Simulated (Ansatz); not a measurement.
WN₂:
```cif
data_N4W2
_chemical_formula_sum 'W2 N4'
_space_group_name_H-M_alt 'P 1'
_space_group_IT_number 1
_cell_length_a 6.01784
_cell_length_b 6.01784
_cell_length_c 6.01784
_cell_angle_alpha 120.008
_cell_angle_beta 120.008
_cell_angle_gamma 89.986
loop_
_space_group_symop_operation_xyz
  'x, y, z'
loop_
_atom_site_label
_atom_site_type_symbol
_atom_site_fract_x
_atom_site_fract_y
_atom_site_fract_z
_atom_site_occupancy
W1 W 0.50000 0.50000 0.00000 1
W2 W 0.25000 0.75000 0.50000 1
N1 N 0.87500 0.62500 0.25000 1
N2 N 0.37500 0.62500 0.25000 1
N3 N 0.37500 0.62500 0.75000 1
N4 N 0.37500 0.12500 0.75000 1
```

Relaxed with PBEsol. Plane-wave PAW PBEsol (Ansatz code) gives a gap of 0.71 eV.

**Question.** What gap does HSE06 give on the same cell (Ansatz, PAW)?

**Answer.** 1.39 eV, 0.68 eV more. The hybrid was solved on a coarser mesh and at special points; the gap given is the minimum over both.

```csv
k,v1 PBEsol,c1 PBEsol,v1 HSE06,c1 HSE06
Γ,0.00,0.71,0.00,1.39
M,-0.49,2.46,…,…
N,0.00,1.63,…,…
S0,-0.49,2.31,…,…
P,-0.97,3.02,…,…
```

**Question.** Top valence (v1) and lowest conduction level (c1) in eV from each method's valence maximum (which need not be a listed point): supply the withheld HSE06 values.

**Answer.** 
- P, v1 HSE06: -1.10
- P, c1 HSE06: 3.90
- S0, v1 HSE06: -0.57
- S0, c1 HSE06: 3.13
- N, v1 HSE06: 0.00
- N, c1 HSE06: 2.41
- M, v1 HSE06: -0.59
- M, c1 HSE06: 3.31

Cost on shared cores: the PBEsol run (SCF on a 7×7×7 mesh, then bands and DOS) roughly 60 core-seconds, the HSE06 run (SCF on 4×4×4, then a few points) around 5 core-minutes (rough); the tasks are unlike.

Space group Fd-3m. The first step of the workflow began from a Materials Project structure, measured or hypothetical; the Crystallography Open Database copy checked does not list it. Whether it is the stable phase at ambient conditions was not checked. Symmetry was held in the PBEsol relaxation; its stability against distortions is not shown here. No spin polarisation was allowed. Point labels and valley counts follow the cell and symmetry of the run, lower than the named group. Spin–orbit coupling is left out wherever it is not named.

Potentials: the later of the program's two PAW sets.
